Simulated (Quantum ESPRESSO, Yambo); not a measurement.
At a photon energy of 10.75 eV, RPA with local fields on LDA bands shifted by a G0W0 scissor of 3.14 eV (Quantum ESPRESSO and Yambo; 6×6×4 mesh, 90 bands, 3 Ry local-field block, 0.2 eV broadening) gives ε = 3.62 + 0.5i for SiO₂ (α-quartz, space group P3_221, No. 154), field along x. Axes are Cartesian, with cell vectors (Å) (4.92, 0.00, 0.00), (-2.46, 4.26, 0.00), (0.00, 0.00, 5.43).

Problem. Work out n, κ, the normal-incidence reflectivity, the absorption coefficient and the penetration depth.

Solution. 
|ε| = 3.65; n = √((|ε| + ε1)/2) = 1.91, κ = √((|ε| − ε1)/2) = 0.13. R = ((n − 1)² + κ²)/((n + 1)² + κ²) = 0.10. α = 2Eκ/(ħc) with ħc = 197.327 eV nm: 0.0143 per nm = 1.4 × 10⁵ per cm, a 1/e depth of 70 nm. The computed direct gap is 9.21 eV, and the energy scale of the real crystal may differ from it. Excitonic effects are left out, and values at one energy depend on mesh and broadening. The scissor comes from a G0W0 run whose convergence isn't established. Convergence of the RPA response with its 6×6×4 mesh was not tested.

Geometry of the Materials Project entry, not relaxed at this level; primitive cell a = b = 4.9166 Å, c = 5.4316 Å, α = β = 90.00°, γ = 120.00°.
